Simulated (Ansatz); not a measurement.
TaAl (CsCl type, space group No. 221) at seven volumes, the program Ansatz at the PBEsol level (PAW), scaled uniformly. One row is withheld.

```tsv
V (Å³/atom)	P (GPa)
14.853	18.32
15.342	?
15.832	5.22
16.322	0.00
16.811	-4.49
17.301	-8.36
17.791	-11.67
```

Problem. Fit the shown pressures and predict the withheld one.

Solution. Third-order Birch–Murnaghan: P = (3/2)B₀(x^(7/2) − x^(5/2))[1 + (3/4)(B′ − 4)(x − 1)] with x = (V₀/V)^(2/3). Least squares on the six rows gives V₀ = 16.322 Å³/atom, B₀ = 160.9 GPa, B′ = 3.99. At V = 15.342, x = 1.0421 and P = 11.27 GPa. The run itself gave 11.28 GPa.

Space group Pm-3m (CsCl type). The start of the workflow was typed in or built on a structure type; neither database checked (COD, Materials Project) lists it. Whether it is the stable phase at ambient conditions was not checked. Symmetry was held in the PBEsol relaxation. At this level the phase is mechanically unstable. The run is not spin-polarised. Spin–orbit coupling is left out wherever it is not named.

Potentials: the later of the program's two PAW sets.
